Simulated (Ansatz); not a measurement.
A scan (energy against volume; even scaling of the relaxed cell, symmetry kept) gave these values. Level of theory: r2SCAN (plane waves to 500 eV, PAW, scalar-relativistic; Ansatz, a first-principles code).

| Property | Value |
|---|---|
| Bulk modulus at fixed cell shape B₀ (third-order Birch-Murnaghan fit) | 234 GPa |
| Pressure derivative B₀′ (fit) | 4.4 |
| Equilibrium volume of the fit | 13.42 Å³/atom |

**Question.** Of these crystals, all scanned alike, which one is it?
A) WSi₂ (MoSi2 type, space group I4/mmm)
B) Os (hcp, Mg type)
C) Lu (hcp, Mg type)
D) BaTiO₃ (tetragonal-perovskite type, space group P4mm)

**Answer.** A, WSi₂ (MoSi2 type, space group I4/mmm). The others have, for the bulk modulus at fixed cell shape: Os 428 GPa, Lu 46.9 GPa, BaTiO3 144 GPa

All were relaxed with their symmetry unable to fall. BaTiO3 is run without spin polarisation. Lu is run without spin polarisation. Os is run without spin polarisation. Spin-orbit coupling is left out. WSi2 is run without spin polarisation. With the shape held, the modulus is that of even scaling; a crystal free to change shape is softer.

(A scan under strain: stresses follow from slopes of the energy per volume, elastic moduli from its curvatures.)
